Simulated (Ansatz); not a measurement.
A relaxation computed with Ansatz, from input to last step.

```yaml
crystal:
  lattice:
    - [-2.2138102, 2.2138102, 4.95485049]
    - [2.2138102, -2.2138102, 4.95485049]
    - [2.2138102, 2.2138102, -4.95485049]
  atoms:
    - { symbol: Sr, position: [0.99907189, 0.99907189, 0.0] }
    - { symbol: Si, position: [0.3785386, 0.3785386, 0.0] }
    - { symbol: Si, position: [0.25582734, 0.75582734, 0.5] }
    - { symbol: Si, position: [0.75582734, 0.25582734, 0.5] }
    - { symbol: Au, position: [0.63323584, 0.63323584, 0.0] }
basis:
  ecutwfc: 500
kpoints:
  mp_grid: { grid: [12, 12, 12] }
hamiltonian:
  xc: r2scan
scf:
  occupations: { method: gaussian, width: 0.1 }
output:
  forces: true
  stress: true
  eigenvalues: true
  write_density: true
  write_potential: true
  elf: true
  volumetric_format: npy
relax:
  adjacent_minimum: "off"
  f_tol: 0.005
  max_steps: 80
  cell: { stress_tol: 0.05 }
```

```bash
ansatz run input.yaml --threads 2 --pin off --max-ram 5120MiB --backend cpu --events-out ev --progress --plain --runs-dir out
```

Theory: DFT r2SCAN, scalar-relativistic, plane waves, PAW (Ansatz).

Of 5 frames 4 are shown, positions in Å and forces in eV/Å; the SCF threshold varies from step to step. Steps run on the plane waves of an earlier cell, with a Pulay correction in the pressure. The basis is chosen afresh for the last frame, the zero of the energies, and at times for earlier ones too; energy and pressure step there, also at an unchanged geometry.

```xyz
5
Lattice="-2.2138 2.2138 4.9549 2.2138 -2.2138 4.9549 2.2138 2.2138 -4.9549" Properties=species:S:1:pos:R:3:forces:R:3 pbc="T T T" step=1 free_energy_over_end_meV_per_atom=0.05 pressure_GPa=-0.01
Sr    0.0000    0.0000    9.9005    0.0000    0.0000   -0.0188
Si    0.0000    0.0000    3.7512    0.0000    0.0000   -0.0443
Si    2.2138    0.0000    2.5352    0.0000    0.0000    0.0196
Si    0.0000    2.2138    2.5352    0.0000    0.0000    0.0196
Au    0.0000    0.0000    6.2752    0.0000    0.0000    0.0240
5
Lattice="-2.2158 2.2158 4.9477 2.2158 -2.2158 4.9477 2.2158 2.2158 -4.9477" Properties=species:S:1:pos:R:3:forces:R:3 pbc="T T T" step=2 free_energy_over_end_meV_per_atom=0.01 pressure_GPa=-0.04
Sr    0.0000    0.0000    9.8822    0.0000    0.0000    0.0154
Si    0.0000    0.0000    3.7426    0.0000    0.0000   -0.0071
Si    2.2158    0.0000    2.5335    0.0000    0.0000   -0.0112
Si    0.0000    2.2158    2.5335    0.0000    0.0000   -0.0112
Au    0.0000    0.0000    6.2692    0.0000    0.0000    0.0135
5
Lattice="-2.2155 2.2155 4.9473 2.2155 -2.2155 4.9473 2.2155 2.2155 -4.9473" Properties=species:S:1:pos:R:3:forces:R:3 pbc="T T T" step=3 free_energy_over_end_meV_per_atom=0.00 pressure_GPa=0.00
Sr    0.0000    0.0000    9.8832    0.0000    0.0000    0.0046
Si    0.0000    0.0000    3.7417    0.0000    0.0000   -0.0049
Si    2.2155    0.0000    2.5326    0.0000    0.0000   -0.0023
Si    0.0000    2.2155    2.5326    0.0000    0.0000   -0.0023
Au    0.0000    0.0000    6.2692    0.0000    0.0000    0.0053
5
Lattice="-2.2156 2.2156 4.9470 2.2156 -2.2156 4.9470 2.2156 2.2156 -4.9470" Properties=species:S:1:pos:R:3:forces:R:3 pbc="T T T" step=5 free_energy_over_end_meV_per_atom=0.00 pressure_GPa=0.00
Sr    0.0000    0.0000    9.8835    0.0000    0.0000   -0.0006
Si    0.0000    0.0000    3.7406    0.0000    0.0000    0.0018
Si    2.2156    0.0000    2.5322    0.0000    0.0000   -0.0007
Si    0.0000    2.2156    2.5322    0.0000    0.0000   -0.0007
Au    0.0000    0.0000    6.2691    0.0000    0.0000    0.0003
```

The run took 12 min on 2 threads of AMD EPYC (Zen 3) (shared host), peak memory 1 GiB.

Spin–orbit coupling is left out, which can shift energies with elements as heavy as these.